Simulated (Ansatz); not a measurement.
Total density of states per atom from r²SCAN (plane waves, PAW; program Ansatz), in 0.25 eV bins, energy from the Fermi level:

```
E (eV) | states/eV/atom
    -7.85 |  0.00
    -7.60 |  0.00
    -7.35 |  0.00
    -7.10 |  0.00
    -6.85 |  0.00
    -6.60 |  0.00
    -6.35 | ###### 0.26
    -6.10 | ################ 0.76
    -5.85 | ################# 0.78
    -5.60 | ###################### 1.00
    -5.35 | ###################### 0.99
    -5.10 | ################### 0.89
    -4.85 | ###################### 0.99
    -4.60 | ############################## 1.38
    -4.35 | ########################## 1.21
    -4.10 | ########################## 1.21
    -3.85 | ######################### 1.17
    -3.60 | ################### 0.89
    -3.35 | ###################### 1.02
    -3.10 | #################### 0.93
    -2.85 | ######## 0.37
    -2.60 | ### 0.15
    -2.35 | # 0.02
    -2.10 |  0.00
    -1.85 |  0.00
    -1.60 |  0.00
    -1.35 |  0.00
    -1.10 |  0.00
    -0.85 | # 0.04
    -0.60 | ## 0.07
    -0.35 | ### 0.12
    -0.10 | ### 0.12
     0.15 | #### 0.17
     0.40 | ####### 0.31
     0.65 | ########## 0.46
     0.90 | ############ 0.53
     1.15 | ########### 0.53
     1.40 | ################# 0.77
     1.65 | ####################### 1.05
     1.90 | ###################### 1.01
     2.15 | ###################### 1.01
     2.40 | ########################## 1.19
     2.65 | ############################ 1.28
     2.90 | ############################# 1.35
     3.15 | ######################## 1.08
     3.40 | ################ 0.73
     3.65 | ################# 0.79
     3.90 | #################### 0.90
     4.15 | ################## 0.84
     4.40 | ################## 0.85
```

Q: Which compound is it?
(A) Y5S7, C2/m (Pearson symbol mS24)
(B) Sc3RuC4, C2/m (Pearson symbol mS32)
(C) YGaPt, Pnma (Y on 4c, Ga on 4c, Pt on 4c)
(D) HfS3, P2_1/m (Hf on 2e, S on 2e, S on 2e, S on 2e)

A: A, Y5S7, C2/m (Pearson symbol mS24). Within 0.5 eV of the Fermi level: Y 4d 84 %, S 3p 9 %, outside the projected shells 5 %. Projections are on Löwdin-orthogonalised atomic valence shells; empty p or d shells of many metals are not among them.

The first step of the workflow began from a Materials Project structure, measured or hypothetical; the Crystallography Open Database copy checked does not list it. Its standing as an ambient phase is unchecked. The cell was relaxed with r²SCAN under the symmetry of its start; its stability against distortions is not shown here. The run is not spin-polarised. With an odd number of electrons in the cell and no spin polarisation, the count alone makes it a metal. Scalar-relativistic: spin–orbit coupling is off unless named, which matters more the heavier the elements.

Potentials: the later of the program's two PAW sets.
